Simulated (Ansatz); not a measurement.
BiPd:
```cif
data_Bi2Pd2
_chemical_formula_sum 'Bi2 Pd2'
_space_group_name_H-M_alt 'P 1'
_space_group_IT_number 1
_cell_length_a 4.25867
_cell_length_b 4.25867
_cell_length_c 5.76366
_cell_angle_alpha 90.000
_cell_angle_beta 90.000
_cell_angle_gamma 120.000
loop_
_space_group_symop_operation_xyz
  'x, y, z'
loop_
_atom_site_label
_atom_site_type_symbol
_atom_site_fract_x
_atom_site_fract_y
_atom_site_fract_z
_atom_site_occupancy
Bi1 Bi 0.33333 0.66667 0.25000 1
Bi2 Bi 0.66667 0.33333 0.75000 1
Pd1 Pd 0.00000 0.00000 0.50000 1
Pd2 Pd 0.00000 0.00000 0.00000 1
```

Relaxed with r²SCAN.

**Question.** Which orbitals make up the states near the Fermi level in r²SCAN (plane waves, PAW; program Ansatz)?

**Answer.** Within 0.5 eV of the Fermi level: Bi 6p 58 %, Pd 4d 32 %. Projections are on Löwdin-orthogonalised atomic valence shells; empty p or d shells of many metals are not among them.

**Question.** Tabulate the density of states.

**Answer.** States/eV per cell of 4 atoms, in 0.25 eV bins, energy from the Fermi level.

| E (eV) | total | Pd 4d | Bi 6p | Bi 6s |
|---|---|---|---|---|
| -7.85 | 0.00 | 0.00 | 0.00 | 0.00 |
| -7.60 | 0.00 | 0.00 | 0.00 | 0.00 |
| -7.35 | 0.00 | 0.00 | 0.00 | 0.00 |
| -7.10 | 0.00 | 0.00 | 0.00 | 0.00 |
| -6.85 | 0.00 | 0.00 | 0.00 | 0.00 |
| -6.60 | 0.00 | 0.00 | 0.00 | 0.00 |
| -6.35 | 0.00 | 0.00 | 0.00 | 0.00 |
| -6.10 | 0.00 | 0.00 | 0.00 | 0.00 |
| -5.85 | 0.12 | 0.04 | 0.08 | 0.00 |
| -5.60 | 1.35 | 0.39 | 0.88 | 0.01 |
| -5.35 | 2.02 | 0.59 | 1.33 | 0.02 |
| -5.10 | 4.16 | 1.46 | 2.54 | 0.04 |
| -4.85 | 3.78 | 1.75 | 1.93 | 0.03 |
| -4.60 | 4.74 | 3.16 | 1.50 | 0.02 |
| -4.35 | 4.69 | 3.29 | 1.31 | 0.03 |
| -4.10 | 6.65 | 5.09 | 1.46 | 0.03 |
| -3.85 | 5.81 | 4.67 | 1.04 | 0.03 |
| -3.60 | 7.01 | 5.63 | 1.25 | 0.06 |
| -3.35 | 6.28 | 4.93 | 1.19 | 0.08 |
| -3.10 | 7.41 | 6.23 | 1.00 | 0.08 |
| -2.85 | 11.32 | 10.28 | 0.84 | 0.08 |
| -2.60 | 8.43 | 7.31 | 0.93 | 0.07 |
| -2.35 | 5.82 | 5.13 | 0.57 | 0.05 |
| -2.10 | 6.67 | 5.76 | 0.69 | 0.11 |
| -1.85 | 2.30 | 1.36 | 0.79 | 0.07 |
| -1.60 | 2.18 | 1.15 | 0.89 | 0.07 |
| -1.35 | 2.19 | 1.07 | 0.97 | 0.08 |
| -1.10 | 2.19 | 0.99 | 1.03 | 0.09 |
| -0.85 | 2.76 | 1.19 | 1.33 | 0.14 |
| -0.60 | 2.26 | 0.97 | 1.10 | 0.11 |
| -0.35 | 2.22 | 0.89 | 1.13 | 0.11 |
| -0.10 | 1.80 | 0.60 | 1.03 | 0.09 |
| 0.15 | 1.82 | 0.50 | 1.14 | 0.09 |
| 0.40 | 1.76 | 0.44 | 1.15 | 0.08 |
| 0.65 | 1.54 | 0.33 | 1.05 | 0.06 |
| 0.90 | 1.33 | 0.27 | 0.92 | 0.05 |
| 1.15 | 1.34 | 0.26 | 0.92 | 0.05 |
| 1.40 | 1.83 | 0.34 | 1.27 | 0.05 |
| 1.65 | 1.90 | 0.34 | 1.34 | 0.04 |
| 1.90 | 1.72 | 0.30 | 1.21 | 0.03 |
| 2.15 | 1.64 | 0.26 | 1.17 | 0.03 |
| 2.40 | 1.63 | 0.25 | 1.18 | 0.02 |
| 2.65 | 1.62 | 0.23 | 1.19 | 0.02 |
| 2.90 | 1.66 | 0.22 | 1.23 | 0.01 |
| 3.15 | 1.88 | 0.26 | 1.44 | 0.01 |
| 3.40 | 1.33 | 0.18 | 1.05 | 0.01 |
| 3.65 | 0.65 | 0.09 | 0.50 | 0.00 |
| 3.90 | 0.41 | 0.04 | 0.20 | 0.00 |
| 4.15 | 0.42 | 0.01 | 0.04 | 0.00 |
| 4.40 | 0.62 | 0.01 | 0.06 | 0.00 |
| 4.65 | 1.05 | 0.02 | 0.10 | 0.00 |

Space group P6_3/mmc (NiAs type). The first step of the workflow began from a Materials Project structure, measured or hypothetical; the Crystallography Open Database files this formula in space group No. 194, but the cells were not matched. Its standing as an ambient phase is unchecked. The r²SCAN relaxation kept the symmetry of its start; whether a distortion lowers the energy is not shown. The run is not spin-polarised. Spin–orbit coupling is left out wherever it is not named.

Potentials: the later of the program's two PAW sets.
